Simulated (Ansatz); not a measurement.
PbS:
```xyz
2
Lattice="0.0000 3.0045 3.0045 3.0045 0.0000 3.0045 3.0045 3.0045 0.0000" Properties=species:S:1:pos:R:3 pbc="T T T"
Pb     3.0045     3.0045     3.0045
S      0.0000     0.0000     0.0000
```

Relaxed with PBE. Special points in fractions of this cell's reciprocal vectors: Γ (0.000, 0.000, 0.000); X (0.500, 0.000, 0.500); U (0.625, 0.250, 0.625); K (0.375, 0.375, 0.750); L (0.500, 0.500, 0.500); W (0.500, 0.250, 0.750).

Q: List the band energies nearest the valence-band maximum at these points for plane-wave PAW PBE (Ansatz code).

A: In eV from the valence-band maximum; about four levels below and three above (degenerate sets whole), none deeper than 8.9 eV; points with the same levels are listed once.

```tsv
k	below	above
Γ	-6.07 -1.94 -1.94 -1.94	5.14 5.14 5.14
X	-7.11 -4.83 -3.15 -3.15	4.06 5.49 5.58 5.58
U	-7.80 -4.43 -2.68 -2.29	3.37 4.12 5.02
L	-8.59 -1.58 -1.58 0.00	0.50 2.08 2.08
W	-7.77 -4.09 -4.09 -0.91	2.25 4.69 4.69
```

Space group Fm-3m (rock salt). The cell was relaxed with PBE under the symmetry of its start. Spin–orbit coupling is left out wherever it is not named.

Potentials: the earlier of the program's two PAW sets.
